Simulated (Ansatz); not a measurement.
**Moving spin-orbit coupling in BaZrO3**

Space group Pm-3m (No. 221). a = 4.191 Å, b = 4.191 Å, c = 4.191 Å, α = 90.00°, β = 90.00°, γ = 90.00°
| atom | site | symmetry | x | y | z |
| --- | --- | --- | --- | --- | --- |
| Ba | 1a | m-3m | 0.0000 | 0.0000 | 0.0000 |
| Zr | 1b | m-3m | 0.5000 | 0.5000 | 0.5000 |
| O | 3c | 4/mm.m | 0.5000 | 0.5000 | 0.0000 |

The cell comes from a database or a generator and needn't be the form met in nature.

Kept alike: task band structure; functional PBEsol; k mesh 6 × 6 × 6; occupations fermi-dirac, width 0.05 eV. Program: Ansatz, Ansatz PAW, cutoff 420 eV. The mesh is that of the run's cell of 5 atoms.

```csv
spin-orbit coupling,band gap (eV)
off,3.158
on,3.127
```

Gaps are the smaller of the mesh's and the band path's. All rows use potentials made for PBE.

The band gap runs from 3.127 (on) to 3.158 eV (off). Spin-orbit coupling splits p and d bands at the edges, and the more so the heavier the atoms.
